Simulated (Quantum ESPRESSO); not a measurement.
# Kohn-Sham bands of NaF (rock salt)

```yaml
crystal:
  lattice:
    - [0.00000, 2.28590, 2.28590]
    - [2.28590, 0.00000, 2.28590]
    - [2.28590, 2.28590, 0.00000]
  atoms:
    - { symbol: Na, position: [0.00000, 0.00000, 0.00000] }
    - { symbol: F, position: [0.50000, 0.50000, 0.50000] }
```

Cell from Materials Project (mp-682), symmetrised, no further relaxation. COD (Crystallography Open Database) has an entry of this formula and space group (matched by these alone). Method: PBEsol plane waves in Quantum ESPRESSO 7.5 (PseudoDojo norm-conserving files, 71 Ry, no spin polarisation, no spin-orbit coupling), Bloch states on a 12×12×12 mesh through Γ, Wannier90 4.0.1. Density: 12×12×12 mesh, cold smearing 0.01 Ry.

Energies are relative to the valence-band maximum; weights are on the orthonormalised atomic waves of the pseudopotential files, averaged over the group. 16 electrons a cell are treated as valence.

Into which isolated groups do the bands fall, where do they lie and what are they made of?


```tsv
bands	from (eV)	to (eV)	filling	weight on atomic waves
1	-46.67	-46.65	filled	Na 2s 98 %
2–5	-19.71	-17.91	filled	Na 2p 75 %, F 2s 24 %
6–8	-1.69	0.00	filled	F 2p 97 %
```

The Kohn-Sham gap over both meshes and the path is 6.42 eV.
